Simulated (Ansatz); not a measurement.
Relaxed-ion elastic tensor of CuIr$_{2}$S$_{4}$ (spinel, Fd-3m) in GPa (Voigt order), DFT-r²SCAN in the program Ansatz with PAW potentials; density 8.00 g/cm³, 17.09 Å³ per atom.

```
 190  91.4  91.4   0.0   0.0   0.0
91.4   190  91.4   0.0   0.0   0.0
91.4  91.4   190   0.0   0.0   0.0
 0.0   0.0   0.0  51.6   0.0   0.0
 0.0   0.0   0.0   0.0  51.6   0.0
 0.0   0.0   0.0   0.0   0.0  51.6
```

Q: Is the crystal mechanically stable?

A: Yes: the smallest eigenvalue of C is 51.6 GPa.

Q: Work out the Voigt, Reuss and Hill averages.

A: K_V = 124, K_R = 124, K_H = 124; G_V = 50.6, G_R = 50.6, G_H = 50.6 GPa.

Q: Give Young's modulus, Poisson's ratio, Pugh's ratio and the universal anisotropy index.

A: E = 9KG/(3K + G) = 134 GPa; ν = 0.32; K/G = 2.46 (ductile by the Pugh limit of 1.75); A_U = 5G_V/G_R + K_V/K_R − 6 = 0.00.

Q: Estimate the sound speeds and the Debye temperature.

A: v_l = √((K + 4G/3)/ρ) = 4890 m/s, v_t = √(G/ρ) = 2510 m/s, mean 2820 m/s; Θ = (h/k)(3n/4πV)^(1/3) v_m = 325 K.

Q: Give the Zener ratio and Young's modulus along [100], [110] and [111].

A: A = 2C44/(C11 − C12) = 1.05; 1/E = S11 − 2(S11 − S12 − S44/2)Γ with Γ = 0, 1/4, 1/3 gives 130, 134, 136 GPa.

Q: Solve the Christoffel equation for the three sound speeds along [100], [110], [111].

A: Eigenvalues of C_ijkl n_j n_l equal ρv². In km/s, slowest first: [100] 2.54, 2.54, 4.87; [110] 2.48, 2.54, 4.90; [111] 2.50, 2.50, 4.91.

The workflow started from a Materials Project entry (that database holds measured and hypothetical structures alike); the Crystallography Open Database files this formula in space group No. 227, but the cells were not matched. Its standing as an ambient phase is unchecked. The cell was relaxed with r²SCAN under the symmetry of its start; its stability against distortions is not shown here. The run is not spin-polarised. As this level gives no gap, shear constants depend on the k-mesh and smearing (Fermi–Dirac, 0.1 eV here). Scalar-relativistic: spin–orbit coupling is off unless named, which matters more the heavier the elements.

Potentials: the later of the program's two PAW sets.
